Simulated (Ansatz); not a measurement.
How much do the gradients of WS2 with Sc replacing W depend on the method?

Cell: a supercell of WS2 (space group P6_3/mmc) built from a structure deposited in the COD, with the ions relaxed around the defect (PBE).

Space group P-6m2 (No. 187); a = 9.5400, c = 12.5000 Å, γ = 120.00°.

```csv
site,Wyckoff,site symmetry,x,y,z
Sc,1a,-6m2,0.0000,0.0000,0.0000
W2,6l,m..,0.0025,0.3380,0.0000
W6,1c,-6m2,0.3333,0.6667,0.0000
W8,1e,-6m2,0.6667,0.3333,0.0000
W10,3k,mm2,0.1111,0.8889,0.5000
W12,3k,mm2,0.1110,0.5555,0.5000
W14,3k,mm2,0.4444,0.2222,0.5000
S19,2g,3m.,0.0000,0.0000,0.3743
S20,12o,1,0.0000,0.3333,0.3744
S24,2h,3m.,0.3333,0.6667,0.3744
S26,2i,3m.,0.6667,0.3333,0.3744
S28,6n,.m.,0.1170,0.8830,0.8742
S30,6n,.m.,0.1124,0.5562,0.8740
S32,6n,.m.,0.4433,0.2217,0.8754
```

One atom of each set is listed.

First run. All values are calculated (Ansatz; DFT, PBE, plane waves and PAW, scalar-relativistic, 420 eV cutoff, Γ-centred 3×3×2 k-points, Fermi–Dirac smearing 0.01 eV, cell charge -1), not measured.

| site | V_zz (10²¹ V/m²) | η |
| --- | --- | --- |
| Sc | -1.33 | 0.00 |
| W2 | -17.31 | 0.58 |
| W6 | -13.53 | 0.00 |
| W8 | -15.99 | 0.00 |
| W10 | -17.65 | 0.00 |
| W12 | -17.47 | 0.01 |
| W14 | -17.44 | 0.01 |
| S19 | -4.74 | 0.00 |
| S20 | -4.55 | 0.00 |
| S24 | -4.49 | 0.00 |
| S26 | -4.58 | 0.00 |
| S28 | -6.87 | 0.60 |
| S30 | -3.78 | 0.11 |
| S32 | -4.44 | 0.12 |

Second run. The same atoms and settings, except that the functional is r2SCAN and the cutoff is 500 eV.

Q: Given the first result, estimate the second.

A: 

| site | V_zz | η | change of V_zz |
| --- | --- | --- | --- |
| Sc | -1.49 | 0.00 | -0.16 |
| W2 | -17.49 | 0.55 | -0.18 |
| W6 | -13.54 | 0.00 | -0.01 |
| W8 | -15.96 | 0.00 | +0.03 |
| W10 | -17.52 | 0.00 | +0.13 |
| W12 | -17.35 | 0.00 | +0.12 |
| W14 | -17.32 | 0.01 | +0.12 |
| S19 | -4.79 | 0.00 | -0.05 |
| S20 | -4.61 | 0.00 | -0.06 |
| S24 | -4.55 | 0.00 | -0.06 |
| S26 | -4.64 | 0.00 | -0.06 |
| S28 | -7.00 | 0.61 | -0.13 |
| S30 | -3.82 | 0.10 | -0.04 |
| S32 | -4.50 | 0.12 | -0.06 |

The largest change of V_zz is on W2, from -17.31 to -17.49. In per cent, |V_zz| changes by -1 to +1 on W, +1 to +2 on S (all sites that start above 2). The first run finds no gap above 0.1 eV, the second does.

The defect repeats with the cell of 54 atoms, so it feels its images: sites between two images don't show the values beside a lone defect, and zeros or small values of η there can come from the images' arrangement. S and W carry a gradient in the pure host already, so the values there aren't the defect's effect alone. A uniform background compensates the cell's charge. Without spin–orbit coupling the gradients at and beside W can be off by some per cent, at some sites by more.
For the first run: The run isn't spin-polarised, and a state with spin may lie lower. The relaxation keeps the site symmetry -6m2 of the start, so the impurity can't leave its site; a distortion that would localise the partly filled state isn't explored. The defect cell has no gap above 0.1 eV on its mesh, so the values can hang on the smearing and the k-mesh.
For the second run: The relaxation keeps the site symmetry -6m2 of the start, so the impurity can't leave its site; a start off the site could end lower.
